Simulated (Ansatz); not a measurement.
AgTi₄S₈ in space group P-3m1 (No. 164; Pearson symbol hP13), r²SCAN+D4 (plane waves, PAW; program Ansatz), all energies at zero smearing, with the estimated change up to a 700 eV cutoff added, with one set of potentials and settings (totals compare only within such a set). Cell of 13 atoms (8 S, 4 Ti, 1 Ag): -24887.530 eV.

```tsv
element	reference phase	E (eV/atom)
S	P2/c, 32 atoms in the cell	-905.9104
Ti	P6/mmm, 3 atoms in the cell	-2504.4584
Ag	R-3m, 3 atoms in the cell	-7604.1392
```

Formation energy per atom, worked out: (-24887.530 − 8×(-905.9104) − 4×(-2504.4584) − 1×(-7604.1392))/13 = -1.406 eV/atom (-136 kJ per mol of atoms), at 0 K, without zero-point energy or fitted corrections.

The cell is a constructed one: a structure type filled with these elements; neither database checked (COD, Materials Project) lists it. Whether it is the stable phase at ambient conditions was not checked. The cell was relaxed with r²SCAN+D4 under the symmetry of its start; its stability against distortions is not shown here. No spin polarisation was allowed. The references are the lowest solids computed at this level, not always the standard phases.

Potentials: the later of the program's two PAW sets.
